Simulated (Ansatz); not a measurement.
# Li4Ge2B, a strained cell with displaced atoms

```
Ge B Li
1.0
     4.30505    0.07204   -0.07609
    -2.09014    3.81348    0.05431
    -2.23590    1.27286    6.06381
Ge B Li
2 1 4
Direct
  0.40546 0.59063 0.21867
  0.27108 0.75186 0.79255
  0.10731 0.86612 0.36826
  0.81481 0.14528 0.50488
  0.69004 0.30845 0.10200
  0.99838 0.01758 0.98628
  0.54846 0.44555 0.62978
```

Level: PBE, no spin polarisation; 420 eV; 5×5×3 (shifted by 0.5, 0.5, 0 steps) mesh; fermi-dirac occupations (width 0.1 eV); Ansatz 0.2.0, fixed geometry.

- Contacts: B–Li at 2.30 Å: least valence density 0.13 e/Å³ and ELF 0.05 there. Li–Li at 2.43 Å: least valence density 0.06 e/Å³ and ELF 0.07 there. Ge–Li at 2.47 Å: least valence density 0.12 e/Å³ and ELF 0.04 there. Both are smooth PAW fields, read partly inside the augmentation spheres.
- Electronic structure: It is a metal, with about 3 states/eV a cell as the mean within 0.25 eV of the Fermi level, mostly Ge p (44 %) and B p (25 %).
- Stress: The pressure is -1.2 GPa (compression positive), so with the atoms held at these fractions the cell would first shrink; the forces are large, so a full relaxation may end otherwise. The principal stresses -3.7, -3.1, 3.2 GPa differ, so its shape would change too.
- Formation energy: 0.12 eV an atom against the elements' usual phases (free molecules for gases, crystals otherwise, with no correction for O₂ or N₂), so at this geometry it isn't bound against them. Relaxing would lower it.
- Forces: The largest is on Ge2: 0.95 eV/Å, components (0.04, -0.19, -0.93). It makes 9° with the line to a nearest neighbour, B3 at 2.56 Å, pointing towards it.

Origin: a strained cell with displaced atoms, so it need not be a known compound. Caveats: the k mesh is coarse if the cell is a metal.
